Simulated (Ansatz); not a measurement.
TaAgO3:
```
CELL_PARAMETERS angstrom
      2.70645     1.56257     4.57260
     -2.70645     1.56257     4.57260
      0.00000    -3.12514     4.57260
ATOMIC_POSITIONS crystal
  Ta 0.00040 0.00040 0.00040
  Ta 0.50040 0.50040 0.50040
  O  0.82502 0.67588 0.25047
  O  0.25047 0.82502 0.67588
  O  0.67588 0.25047 0.82502
  O  0.75047 0.17588 0.32502
  O  0.17588 0.32502 0.75047
  O  0.32502 0.75047 0.17588
  Ag 0.25043 0.25043 0.25043
  Ag 0.75043 0.75043 0.75043
```

Tensor components refer to the Cartesian frame of this cell.

Question: Give the high-frequency dielectric tensor and the Born effective charge tensors of the independent atoms from DFPT, LDA in the plane-wave PAW code Ansatz.

Answer: 
ε∞:
```
7.05  0.00  0.00
0.00  7.05  0.00
0.00  0.00  7.04
```
Z* of atom 1 (Ta), rows: field, columns: displacement, in e:
```
 8.68   0.80   0.00
-0.80   8.68   0.00
 0.00   0.00   8.99
```
Z* of atom 3 (O), rows: field, columns: displacement, in e:
```
-1.98   0.00   0.00
 0.00  -4.71  -2.16
 0.00  -2.27  -3.44
```
Z* of atom 9 (Ag), rows: field, columns: displacement, in e:
```
1.35  0.00  0.00
0.00  1.35  0.00
0.00  0.00  1.34
```

Space group R-3c. The workflow started from an entry of the Crystallography Open Database (COD); the relaxed space group is not among those it files for this formula. COD files the formula under space group No. 161. Whether it is the stable phase at ambient conditions was not checked. The LDA relaxation kept the symmetry of its start; whether a distortion lowers the energy is not shown. The run is not spin-polarised. Scalar-relativistic: spin–orbit coupling is off unless named, which matters more the heavier the elements.

Potentials: the later of the program's two PAW sets.
